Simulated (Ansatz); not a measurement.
Input, command and steps of an Ansatz relaxation.

```yaml
crystal:
  lattice:
    - [3.8463943263, 0.0, 0.0]
    - [-1.9231971632, 3.3310751996, 0.0]
    - [0.0, 0.0, 6.844501816]
  atoms:
    - { symbol: Ca, position: [0.0, 0.0, 0.0] }
    - { symbol: Mn, position: [0.3333333333, 0.6666666667, 0.6126713665], spin: 2.35 }
    - { symbol: Mn, position: [0.6666666667, 0.3333333333, 0.3873286335], spin: 2.35 }
    - { symbol: As, position: [0.6666666667, 0.3333333333, 0.7284664891] }
    - { symbol: As, position: [0.3333333333, 0.6666666667, 0.2715335109] }
basis:
  ecutwfc: 420
kpoints:
  mp_grid: { grid: [12, 12, 6] }
hamiltonian:
  xc: pbesol
scf:
  occupations: { method: gaussian, width: 0.1 }
output:
  forces: true
  stress: true
  eigenvalues: true
  populations: true
magnetization:
  spin_polarized: true
relax:
  adjacent_minimum: "off"
  f_tol: 0.01
  max_steps: 30
  cell: { stress_tol: 0.1, fix: [volume] }
```

```bash
ansatz run input.yaml --threads 2 --pin off --max-ram 5120MiB --backend cpu --events-out ev --progress --plain --runs-dir out
```

These are results of Ansatz 0.2.0, DFT PBEsol, scalar-relativistic, plane waves, PAW, not measurements.

The volume is held at 0.97 times that of the relaxed cell.

Of 4 frames 3 are shown, positions in Å and forces in eV/Å; the SCF threshold varies from step to step. Steps run on the plane waves of an earlier cell, with a Pulay correction in the pressure. The basis is chosen afresh for the last frame, the zero of the energies, and at times for earlier ones too; energy and pressure step there, also at an unchanged geometry.

```xyz
5
Lattice="3.8464 0.0000 0.0000 -1.9232 3.3311 0.0000 0.0000 0.0000 6.8445" Properties=species:S:1:pos:R:3:forces:R:3 pbc="T T T" step=1 free_energy_over_end_meV_per_atom=0.43 pressure_GPa=2.82
Ca    0.0000    0.0000    0.0000    0.0000    0.0000    0.0000
Mn    0.0000    2.2207    4.1934    0.0000    0.0000    0.0258
Mn    1.9232    1.1104    2.6511    0.0000    0.0000   -0.0258
As    1.9232    1.1104    4.9860    0.0000    0.0000    0.1674
As    0.0000    2.2207    1.8585    0.0000    0.0000   -0.1674
5
Lattice="3.8491 0.0000 0.0000 -1.9245 3.3334 0.0000 0.0000 0.0000 6.8349" Properties=species:S:1:pos:R:3:forces:R:3 pbc="T T T" step=2 free_energy_over_end_meV_per_atom=0.05 pressure_GPa=2.63
Ca    0.0000    0.0000    0.0000    0.0000    0.0000    0.0000
Mn    0.0000    2.2223    4.1884    0.0000    0.0000    0.0061
Mn    1.9245    1.1111    2.6465    0.0000    0.0000   -0.0061
As    1.9245    1.1111    4.9887    0.0000    0.0000    0.0497
As    0.0000    2.2223    1.8461    0.0000    0.0000   -0.0497
5
Lattice="3.8473 0.0000 0.0000 -1.9236 3.3319 0.0000 0.0000 0.0000 6.8413" Properties=species:S:1:pos:R:3:forces:R:3 pbc="T T T" step=4 free_energy_over_end_meV_per_atom=0.00 pressure_GPa=2.55
Ca    0.0000    0.0000    0.0000    0.0000    0.0000    0.0000
Mn    0.0000    2.2212    4.1907    0.0000    0.0000   -0.0004
Mn    1.9236    1.1106    2.6506    0.0000    0.0000    0.0004
As    1.9236    1.1106    4.9969    0.0000    0.0000    0.0013
As    0.0000    2.2212    1.8444    0.0000    0.0000   -0.0013
```

Time: 51 s on 2 threads of Intel(R) Xeon(R) 6975P-C (Granite Rapids), with other jobs on the host, peak memory 0.87 GiB.

Only parallel moments were tried here.